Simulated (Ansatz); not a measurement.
TiO2:
```
TiO2
1.0
    6.09539     1.86666     0.00000
   -6.09539     1.86666     0.00000
   -1.91885     0.00000     6.27453
Ti O
4 8
Direct
  0.80553   0.19447   0.71733
  0.19447   0.80553   0.28267
  0.10061   0.89939   0.70958
  0.89939   0.10061   0.29042
  0.05833   0.94167   0.37059
  0.94167   0.05833   0.62941
  0.63853   0.36147   0.70588
  0.36147   0.63853   0.29412
  0.13294   0.86706   0.00369
  0.86706   0.13294   0.99631
  0.73605   0.26395   0.34702
  0.26395   0.73605   0.65298
```

Relaxed with r²SCAN. Independent-particle spectrum: no excitons, no local fields, no scissors shift; 0.1 eV broadening; ε₁ of the summed bands alone.

Question: Tabulate the dielectric function from r²SCAN (plane waves, PAW; program Ansatz).

Answer: 

```csv
E (eV),ε₁ xx,ε₂ xx,ε₁ yy,ε₂ yy,ε₁ zz,ε₂ zz
0.0,5.20,0.00,5.28,0.00,5.62,0.00
0.4,5.22,0.00,5.31,0.00,5.65,0.00
0.8,5.28,0.00,5.37,0.00,5.72,0.00
1.2,5.39,0.00,5.50,0.00,5.85,0.00
1.6,5.55,0.00,5.68,0.00,6.04,0.00
2.0,5.79,0.00,5.96,0.00,6.33,0.00
2.4,6.15,0.00,6.39,0.00,6.75,0.00
2.8,6.70,0.00,7.08,0.00,7.40,0.00
3.2,7.67,0.00,8.53,0.00,8.51,0.00
3.6,10.32,0.98,10.66,2.92,11.44,0.45
4.0,11.27,5.47,7.50,7.88,13.28,5.61
4.4,7.33,7.80,6.03,7.04,8.43,11.39
4.8,4.54,7.92,4.85,6.78,4.77,14.03
5.2,2.66,5.56,3.74,7.97,-2.85,8.65
5.6,3.47,6.49,1.94,6.44,-0.39,4.14
6.0,1.14,4.78,0.95,5.50,2.28,4.50
6.4,2.53,3.22,1.45,4.65,2.27,3.94
6.8,3.69,4.45,1.75,4.54,2.77,5.15
7.2,3.09,6.29,1.13,4.75,1.39,6.01
7.6,1.94,6.35,0.53,4.93,1.39,5.29
8.0,1.88,8.20,0.67,4.64,0.82,5.48
8.4,-2.26,5.89,-0.18,4.49,-1.71,5.69
8.8,-1.40,4.29,-0.69,4.22,-1.75,4.46
9.2,-2.25,3.59,-1.46,3.40,-1.80,3.50
9.6,-1.75,2.72,-1.42,2.82,-1.99,2.72
10.0,-1.63,2.23,-1.43,2.07,-1.86,1.85
10.4,-1.28,1.62,-0.97,1.49,-1.16,1.34
10.8,-1.14,1.33,-0.59,1.21,-0.78,1.08
11.2,-0.83,0.97,-0.36,1.16,-0.58,1.14
11.6,-0.57,0.77,-0.12,0.91,-0.43,0.96
12.0,-0.14,0.54,0.17,1.03,-0.25,0.82
```

Question: From ε at 4.0 eV (xx: 11.27 + 5.47i), find n, k, the normal reflectivity and the absorption coefficient.

Answer: n = 3.45, k = 0.793, R = 32 %, α = 2kE/ħc = 320000 cm⁻¹.

With all bands, ε∞ without local fields is 5.48 (xx), 5.58 (yy), 5.90 (zz).

Space group C2/m. The workflow started from a Materials Project entry (that database holds measured and hypothetical structures alike); the Crystallography Open Database copy checked does not list it. It is not the phase usual at ambient conditions (space group No. 61, 136, 141). Symmetry was held in the r²SCAN relaxation; its stability against distortions is not shown here. No spin polarisation was allowed.

Potentials: the earlier of the program's two PAW sets.
